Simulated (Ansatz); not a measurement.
Zn2AsP3 in the borrowed Li2HfO3 type (No. 12): a single-point calculation in the PAW code Ansatz (r2SCAN+rVV10). The geometry is the r2SCAN+rVV10 minimum.

Input file:
```yaml
crystal:
  lattice:
    - [5.5508760633, -2.5113339721, 0.0568271981]
    - [5.5508760633, 2.5113339721, 0.0568271981]
    - [-0.0397983617, 0.0, 3.878054982]
  atoms:
    - { symbol: Zn, position: [0.6386505146, 0.6386505146, 0.5000074256] }
    - { symbol: Zn, position: [0.3613494854, 0.3613494854, 0.4999925744] }
    - { symbol: As, position: [0.0, 0.0, 0.0] }
    - { symbol: P, position: [0.8550929389, 0.8550929389, 0.4999886811] }
    - { symbol: P, position: [0.5, 0.5, 0.0] }
    - { symbol: P, position: [0.1449070611, 0.1449070611, 0.5000113189] }
kpoints:
  mp_grid: { grid: [6, 6, 8] }
  band_path:
    path:
      - [0.0, 0.0, 0.0]
      - [-0.5, -0.5, 8.7095e-06]
      - [-0.3011658715, -0.6988341285, 8.7095e-06]
      - [0.3011658715, -0.3011658715, 0.0]
      - [0.0, 0.0, -0.4999999998]
      - [0.3011658715, -0.3011658715, -0.4999999998]
      - [-0.3011658715, -0.6988341285, -0.4999912903]
      - [-0.5, -0.5, -0.4999912903]
      - [0.0, -0.5, 4.3548e-06]
    npoints: 1
hamiltonian:
  xc: r2scan
  dispersion: rvv10
scf:
  occupations: { method: fermi_dirac, width: 0.03 }
  n_extra_bands: 5
output:
  forces: true
  stress: true
  eigenvalues: true
  write_density: true
  write_potential: true
  elf: true
  volumetric_format: npy
```

Run as `ansatz run input.yaml --threads 2 --pin off --max-ram 29491MiB --backend cpu --events-out ev --progress --plain --runs-dir out`.

Task: It ran on 2 threads of AMD EPYC 7R13 Processor (Zen 3), with other jobs on the host, load about 1.8 per core. About how long did it take, and what peak of host memory did it reach?

Result: About 32 s, with a peak of 1.1 GiB.

Abridged output:
```
Pseudopotential: Zn, paw, valence charge 12, recommended cutoff 500 eV (meta_gga)
Pseudopotential: As, paw, valence charge 15, recommended cutoff 500 eV (meta_gga)
Pseudopotential: P, paw, valence charge 5, recommended cutoff 500 eV (meta_gga)
Functional definition: r2SCAN+rVV10
Crystal: 6 atoms, lattice volume = 108.132 Å³
Basis set: ecut = 500 eV, 2743 PW (Γ)
Bands: 32, of which v1, the nominal top of the filled ones, is band 27 counted from 1 (26 counted from 0)
Symmetry: 4 space group operations
Space group: C2/m (ITA 12)
k-points: 89 of 288
rVV10 density: all electrons in the spheres
preconditioner: auto → LDOS  [metal: Δε(μ)=0.035 eV  σ=0.030 eV  ℏωp=23.7 eV  β→1.0]
SCF 1 converged in 7 iterations: F = -13787.386043 eV  dr2 = 8.41e-8
NSCF: frozen V_eff on 9 k-points
Free energy (F): -13787.386043 eV
Internal energy: -13787.377543 eV  (E = F + TS)
E sigma→0 (E₀):  -13787.381793 eV
Entropy (-TS):   -0.008500 eV (-1.417 meV/atom)
Fermi energy:    8.452724 eV
--- Forces (eV/Å), atoms counted from 1 ---
  atom   1  Zn      0.01377      0.00000      0.00015
  atom   2  Zn    -0.01377      0.00000    -0.00015
  atom   3  As      0.00000      0.00000      0.00000
  atom   4  P     -0.05336      0.00000    -0.00053
  atom   5  P       0.00000      0.00000      0.00000
  atom   6  P       0.05336      0.00000      0.00053
--- Stress (GPa, compression-positive) ---
        0.059703       0.000000       0.011139
        0.000000       0.761183       0.000000
        0.011139       0.000000      -1.024428
  P = ⅓ Tr σ = -0.0678 GPa (-0.678 kbar)
```

bands.tsv, columns around the gap (it counts bands from 0):
```tsv
# k_distance	band_22	band_23	band_24	band_25	band_26	band_27	band_28	band_29	band_30
# fermi_ev = 8.452724
# [0, 0, 0] at k_distance = 0.000000
# [-0.5, -0.5, 0.0000087095] at k_distance = 0.565934
# [-0.3011658715, -0.6988341285, 0.0000087095] at k_distance = 1.063403
# [0.3011658715, -0.3011658715, 0] at k_distance = 1.684556
# [0, 0, -0.4999999998] at k_distance = 2.790875
# [0.3011658715, -0.3011658715, -0.4999999998] at k_distance = 3.544371
# [-0.3011658715, -0.6988341285, -0.4999912903] at k_distance = 4.165524
# [-0.5, -0.5, -0.4999912903] at k_distance = 4.662993
# [0, -0.5, 0.0000043548] at k_distance = 5.724824
# levels_relative_to = fermi_ev
0.000	-3.684	-2.202	-0.304	-0.257	-0.107	-0.097	1.487	2.680	3.022
0.566	-2.390	-2.229	-2.043	-1.786	-1.187	-0.392	2.077	2.280	4.252
1.063	-2.191	-1.648	-1.312	-0.653	-0.504	1.179	1.763	2.235	3.514
1.685	-2.191	-1.648	-1.312	-0.653	-0.504	1.179	1.763	2.235	3.514
2.791	-4.370	-3.147	-2.430	-2.211	-1.667	-1.511	2.955	4.155	5.394
3.544	-3.778	-2.477	-1.330	-0.169	0.068	0.377	2.369	2.915	3.553
4.166	-3.778	-2.477	-1.330	-0.169	0.068	0.377	2.369	2.915	3.553
4.663	-3.924	-2.767	-1.888	-1.213	-1.093	0.785	1.845	1.957	2.848
5.725	-1.589	-1.464	-0.885	-0.296	-0.067	0.249	1.030	2.014	3.285
```
In order the rows are Γ, Y, C₀, Σ₀, Z, A₀, E₀, T, S.

Planar averages along the third cell vector, from rho_z.tsv and v_z.tsv (valence density with its augmentation; electrostatic potential energy of an electron, of which only differences have a meaning):
```
z (Å)  ρ (e/Å³)  v_es (eV)
 0.00     0.733       5.41
 0.12     0.681       5.48
 0.24     0.555       5.69
 0.36     0.417       6.07
 0.48     0.312       6.64
 0.61     0.251       7.31
 0.73     0.223       7.95
 0.85     0.216       8.34
 0.97     0.224       8.23
 1.09     0.248       7.32
 1.21     0.288       5.56
 1.33     0.348       3.20
 1.45     0.447       0.62
 1.58     0.623      -1.82
 1.70     0.904      -3.77
 1.82     1.211      -5.01
 1.94     1.351      -5.43
 2.06     1.211      -5.01
 2.18     0.904      -3.77
 2.30     0.623      -1.82
 2.42     0.447       0.62
 2.55     0.348       3.20
 2.67     0.288       5.56
 2.79     0.248       7.32
 2.91     0.224       8.23
 3.03     0.216       8.34
 3.15     0.223       7.95
 3.27     0.251       7.31
 3.39     0.312       6.64
 3.51     0.417       6.07
 3.64     0.555       5.69
 3.76     0.681       5.48
```

r2SCAN+rVV10 gives no gap: the lowest nominally empty band dips 2.17 eV below the top of the last filled one (its bottom at Z, the top at k = (1/6, -1/3, -1/2)), so the cell is a metal or semimetal at this level. At this geometry r2SCAN+rVV10 finds -0.07 GPa, compression counted positive: its own equilibrium volume is smaller. The largest force is 0.05 eV/Å.

Simulation only: spin-unpolarised, and no claim that this is the phase found in nature.

The runs are scalar-relativistic, without spin-orbit coupling.

Where bands overlap, v1 and c1 are numbered by the electron count and aren't everywhere filled or empty.
